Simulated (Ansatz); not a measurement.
PbS (zinc blende, space group No. 216), plane-wave PAW PBE (Ansatz code). The conduction-band minimum lies at X, with 3 equivalent valleys. Second derivatives d²E/dk² of the lowest band at one valley (eV·Å²), along Cartesian directions:

```
direction  d²E/dk²
---------  -------
[100]        4.130
[010]        20.46
[001]        20.46
[110]        12.30
[101]        12.30
[011]        20.47
```

### Question
Find the principal effective masses, the density-of-states mass and the conductivity mass.

### Answer
Off-diagonal terms follow from H_xy = H[110] − (H_xx + H_yy)/2, and m*/mₑ = 7.620 eV·Å² over each eigenvalue: 0.37, 0.37, 1.8. One valley's DOS mass (m₁m₂m₃)^(1/3) = 0.63, conductivity mass 3/(Σ 1/mᵢ) = 0.51 mₑ.

### Question
What effective density of states Nc follows at 300 K for parabolic valleys?

### Answer
Nc = 2.509e19 × 3 × (0.63)^(3/2) ≈ 3.8e19 cm⁻³.

Space group F-43m (zinc blende). The start of the workflow was typed in or built on a structure type; neither database checked (COD, Materials Project) lists it. It is not the phase usual at ambient conditions (space group No. 225). Symmetry was held in the PBE relaxation; whether a distortion lowers the energy is not shown. Spin–orbit coupling is left out wherever it is not named.

Potentials: the later of the program's two PAW sets.

Edges and masses are those of Kohn–Sham bands, whose gap is no quasiparticle gap.
